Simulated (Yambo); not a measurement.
A G0W0@PBEsol run in Yambo for K$_{2}$NiF$_{6}$ (space group Fm-3m, No. 225) (2×2×2 Γ-centred k mesh, bands 5 to 200 and a 7 Ry block in the screening, 200 bands in G with the Bruneval-Gonze terminator, plasmon pole fitted at 27.2 eV) gives these matrix elements, in eV, at the band edges (X → X):

```csv
state,E0,<Vxc>,<Σx>,<Σc(E0)>,Z
valence edge,0.000,-28.806,-37.716,6.882,0.756
conduction edge,1.559,-28.302,-23.215,-2.358,0.770
```

Task: Solve the linearised quasiparticle equation for both states, give the gap, and say how exchange and correlation each act on it.

Result: E = E0 + Z(Σx + Σc − Vxc). Valence: 0.000 + 0.756 × (-37.716 + (6.882) − (-28.806)) = -1.53 eV. Conduction: 1.559 + 0.770 × (-23.215 + (-2.358) − (-28.302)) = 3.66 eV. The gap is 5.19 eV, against 1.56 eV in PBEsol. Replacing Vxc by bare exchange alone would open it by 14.00 eV; correlation takes back 9.24 eV of that, and Z scales what is left. Nearest settings tried, and what they do to the gap: 134 bands in G: +11 meV; 134 bands in W, 134 bands in G: +27 meV; 6 Ry block (229 vectors against 307): +120 meV. Not varied: mesh. So the settings aren't converged at that level. The k mesh is coarse. The 3d shell has no Hubbard U; the runs are without spin polarisation, and magnetic order was not tried.

Geometry of the Materials Project entry, not relaxed at this level; primitive cell a = b = c = 5.659 Å, α = β = γ = 60.00°.

The structure is a Materials Project entry; no match was found in the copy of COD used, and its stability was not checked.
